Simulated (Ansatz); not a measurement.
## Relaxing a structure of P

The start is a relaxed P cell displaced along its unstable phonon at q = (½, ½, ½) of its primitive reciprocal cell (112i cm⁻¹), largest move 0.15 Å. The structure is fully relaxed (lattice and positions, P = 0) with PBEsol (plane waves to 420 eV, PAW, scalar-relativistic; Ansatz, a program for electronic structure). First-step values are on the input's coarse k-mesh.

Ansatz input (later rounds restart from its end on a renewed k-mesh):
Ansatz 0.2 input:
```yaml
crystal:
  lattice:
    - [4.8413772278, 0, 0]
    - [2.4206886139, 2.4206886139, 0]
    - [2.4206886139, 0, 2.4206886139]
  atoms:
    - { symbol: P, position: [0.0309829193, 0, -0.0619658386] }
    - { symbol: P, position: [0.4690170807, 0, 0.0619658386] }
basis: { ecutwfc: 420, ecutrho_ratio: 4, xc_grid: 2, fft_grid_basis: typed }
kpoints: { mp_grid: { grid: [13, 13, 13] } }
hamiltonian:
  xc: pbesol
  dispersion: none
  pseudopotentials: { kind: paw }
scf: { occupations: { method: fermi_dirac, width: 0.05 } }
relax: { f_tol: 0.01, max_steps: 100, cell: { stress_tol: 0.02 } }
output: { forces: true, stress: true }
```

- Initial pressure: +7.8 GPa (positive: the cell is compressed)
- Largest initial force: 1.44 eV/Å, on P1, P2 (atoms numbered as listed)
- Energy released: 0.05 eV/atom
- Volume change: +1.2 %, from 14.18 to 14.36 Å³/atom
- Relative to the parent: It does not go back: it reaches I4/mmm (No. 139), 0.02 eV/atom below the parent
- Shortest distances (start → end): The closest pairs of elements (up to four, under 3.6 Å), start → end: P–P 2.12 → 2.30 Å
- Band gap at the end: zero (metallic)
- Optimiser moves: 8

The end point of the relaxation:

Space group I4/mmm (No. 139); a = b = 3.437 Å, c = 4.862 Å, α = β = γ = 90.00°

```
atom  site  symmetry       x       y       z
----  ----  --------  ------  ------  ------
P       4e       4mm  0.0000  0.0000  0.2638
```
(The calculation used a cell of 2 atoms; values per cell refer to that cell.)

Final values are on a 19×19×19 k-mesh of the relaxed cell. No spin polarisation in the result.

The run could not lose the symmetry of its start: the end is stationary, and may be a saddle point rather than a minimum.

Of the parent cell (Pm-3m (No. 221)): The relaxed structure has the type that P is known to take under pressure; here it was relaxed at zero pressure, from a generated start.

The relaxed structure here is a generated cell of P: the first start was made by placing the elements on the sites of a structure type, and the end was not matched to a known phase here, so it may be hypothetical. Known forms of P include space group No. 64.
